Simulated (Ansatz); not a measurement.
Si:
```cif
data_Si16
_chemical_formula_sum 'Si16'
_space_group_name_H-M_alt 'C2/m'
_space_group_IT_number 12
_space_group_name_Hall '-C 2y'
_cell_length_a 13.80321
_cell_length_b 3.83971
_cell_length_c 6.32615
_cell_angle_alpha 90.000
_cell_angle_beta 96.765
_cell_angle_gamma 90.000
loop_
_atom_site_label
_atom_site_type_symbol
_atom_site_symmetry_multiplicity
_atom_site_Wyckoff_symbol
_atom_site_fract_x
_atom_site_fract_y
_atom_site_fract_z
_atom_site_occupancy
Si1 Si 4 i 0.05530 0.00000 0.87335 1
Si2 Si 4 i 0.44092 0.00000 0.34671 1
Si3 Si 4 i 0.21253 0.00000 0.05700 1
Si4 Si 4 i 0.27296 0.00000 0.41427 1
```
(The calculation used a cell of 8 atoms; values per cell refer to that cell.)

Relaxed at zero pressure with PBEsol (plane waves, PAW; program Ansatz).

The volume is lowered by 9 % and shape and atoms relax at that volume. What pressure results, and how do the axes share the change?

9.6 GPa; a -4.1 %, b -3.0 %, c -2.3 %; the energy rises by 52 meV/atom.

Give the new structure.


Space group C2/m (No. 12); a = 13.233 Å, b = 3.726 Å, c = 6.183 Å, α = 90.00°, β = 96.36°, γ = 90.00°

```
atom  site  symmetry       x       y       z
----  ----  --------  ------  ------  ------
Si      4i         m  0.0524  0.0000  0.8681
Si      4i         m  0.4422  0.0000  0.3479
Si      4i         m  0.2103  0.0000  0.0564
Si      4i         m  0.2719  0.0000  0.4128
```

The phase is kept; no other phase was compared at this pressure.

The workflow started from a Materials Project entry (that database holds measured and hypothetical structures alike); the Crystallography Open Database copy checked does not list it. It is not the phase usual at ambient conditions (space group No. 227). The cell was relaxed with PBEsol under the symmetry of its start; whether a distortion lowers the energy is not shown.

Potentials: the earlier of the program's two PAW sets.
